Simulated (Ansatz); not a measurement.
**Kick test of a cell of GaOs4**

The structure comes from a generated guess, relaxed at this level; another structure or a mixture of phases may lie lower.

Theory: DFT PBE, scalar-relativistic, plane waves, PAW (Ansatz). Cutoff 420 eV; k points 6×6×12 on the computed 5-atom cell (Γ-centred); Gaussian smearing, width 0.10 eV; no spin polarisation.

The cell below (5 atoms, space group Cmmm (No. 65)) is relaxed within its symmetry.

```
Ga Os
1.0
     4.04077   -3.74837    0.00000
     4.04077    3.74837    0.00000
     0.00000    0.00000    2.72553
Ga Os
1 4
Cartesian
  0.0000 0.0000 1.3628
  4.0408 1.5364 0.0000
  4.0408 -1.5364 0.0000
  5.5879 0.0000 1.3628
  2.4936 0.0000 1.3628
```

For the test a repeat of it with 10 atoms (edges 2.73, 5.51, 11.02 Å) was strained at random (σ = 1.5 % a component), the atoms were moved at random (σ = 0.10 Å), and all was relaxed again on a coarse 8×4×2 mesh (in the run’s order of axes) with 0.20 eV smearing, with no symmetry imposed.

These runs have no spin–orbit coupling, which can matter for Os.

**Question.** What happens?

**Answer.** It doesn't return. The energy falls by 562 meV/atom on that mesh, the volume changes by -11.6 %, and the end has space group Cmmm (No. 65) at a loose tolerance. Relaxed again on an 8×8×12 mesh with 0.10 eV smearing, the new structure lies 561 meV/atom below the first (mesh in the axes of the run's cell; the cell below is made exact in the group named). Space group Cmmm (No. 65), orthorhombic, a = 4.412 Å, b = 11.924 Å, c = 2.771 Å. Around Ga lie 8 Os at 2.60–2.66 Å and 2 Ga at 2.77 Å; around Os on its first site lie 2 Ga at 2.60 Å and 9 Os at 2.70–2.77 Å; Os on its second site is surrounded by 10 Os at 2.63–2.77 Å and 2 Ga at 2.66 Å.

```yaml
crystal:
  lattice:
    - [2.20583, -5.96189, 0.00000]
    - [2.20583, 5.96189, 0.00000]
    - [0.00000, 0.00000, 2.77082]
  atoms:
    - { symbol: Ga, position: [0.50000, 0.50000, 0.50000] }
    - { symbol: Os, position: [0.11534, 0.88466, 0.50000] }
    - { symbol: Os, position: [0.69013, 0.30987, 0.00000] }
    - { symbol: Os, position: [0.88466, 0.11534, 0.50000] }
    - { symbol: Os, position: [0.30987, 0.69013, 0.00000] }
```
